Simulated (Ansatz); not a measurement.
VS:
```cif
data_S2V2
_chemical_formula_sum 'V2 S2'
_space_group_name_H-M_alt 'P63/mmc'
_space_group_IT_number 194
_space_group_name_Hall '-P 6c 2c'
_cell_length_a 3.09474
_cell_length_b 3.09474
_cell_length_c 6.01168
_cell_angle_alpha 90.000
_cell_angle_beta 90.000
_cell_angle_gamma 120.000
loop_
_atom_site_label
_atom_site_type_symbol
_atom_site_symmetry_multiplicity
_atom_site_Wyckoff_symbol
_atom_site_fract_x
_atom_site_fract_y
_atom_site_fract_z
_atom_site_occupancy
V1 V 2 a 0.00000 0.00000 0.00000 1
S1 S 2 d 0.66667 0.33333 0.25000 1
```

Relaxed at zero pressure with plane-wave PAW LDA (Ansatz code).

### Question
The volume is lowered by 3 % and shape and atoms relax at that volume. What pressure results, and how do the axes share the change?

### Answer
6.3 GPa; a -1.2 %, b -1.2 %, c -0.6 %; the energy rises by 7 meV/atom.

### Question
Give the new structure.

### Answer

Space group P6₃/mmc (No. 194); a = b = 3.058 Å, c = 5.974 Å, α = β = 90.00°, γ = 120.00°

| atom | site | symmetry | x | y | z |
|---|---|---|---|---|---|
| V | 2a | -3m. | 0.0000 | 0.0000 | 0.0000 |
| S | 2d | -6m2 | 0.6667 | 0.3333 | 0.2500 |

The phase is kept; no other phase was compared at this pressure.

Space group P6_3/mmc (NiAs type). The workflow started from a Materials Project entry (that database holds measured and hypothetical structures alike); the Crystallography Open Database files this formula in space group No. 194, but the cells were not matched. Its standing as an ambient phase is unchecked. Symmetry was held in the LDA relaxation; its stability against distortions is not shown here. No spin polarisation was allowed.

Potentials: the later of the program's two PAW sets.
